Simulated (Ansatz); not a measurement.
ScGeO$_{3}$:
```
ScGeO3
1.0
    3.59785     0.00000     0.00000
    0.00000     3.59785     0.00000
    0.00000     0.00000     4.96785
Sc Ge O
1 1 3
Direct
  0.50000   0.50000   0.61567
  0.00000   0.00000   0.22315
  0.00000   0.50000   0.42485
  0.50000   0.00000   0.42485
  0.50000   0.50000   0.00167
```

Relaxed with PBEsol. Special points in fractions of this cell's reciprocal vectors: Γ (0.000, 0.000, 0.000); X (0.000, 0.500, 0.000); M (0.500, 0.500, 0.000); Z (0.000, 0.000, 0.500); R (0.000, 0.500, 0.500); A (0.500, 0.500, 0.500).

Question: List the band energies nearest the Fermi level at these points for PBEsol (plane waves, PAW; program Ansatz).

Answer: In eV from the Fermi level; about four levels below and three above (degenerate sets whole), none deeper than 8.9 eV; points with the same levels are listed once.

```csv
k,below,above
Γ,-2.12 -2.12 -1.26 -1.26 -1.21,3.14 4.32 5.81
X,-3.07 -2.43 -1.24 -1.15,0.93 4.09 4.39
M,-1.83 -1.83 -1.60 -1.40 -1.26,3.12 4.89 4.89
Z,-1.76 -1.15 -1.00 -1.00,1.92 4.34 6.25
R,-3.17 -1.81 -1.31 -0.83,0.65 4.01 4.31
A,-1.45 -1.45 -1.40 -1.28,4.70 4.76 4.76
```

Space group P4mm. The start of the workflow was typed in or built on a structure type; neither database checked (COD, Materials Project) lists it. Its standing as an ambient phase is unchecked. Symmetry was held in the PBEsol relaxation. At this level the phase is dynamically unstable (imaginary phonons). The run is not spin-polarised. With an odd number of electrons in the cell and no spin polarisation, the count alone makes it a metal. Spin–orbit coupling is left out wherever it is not named.

Potentials: the earlier of the program's two PAW sets. The files were generated under PBE; for other functionals the program regenerates the frozen cores, and for LDA and PBEsol the local potential too.
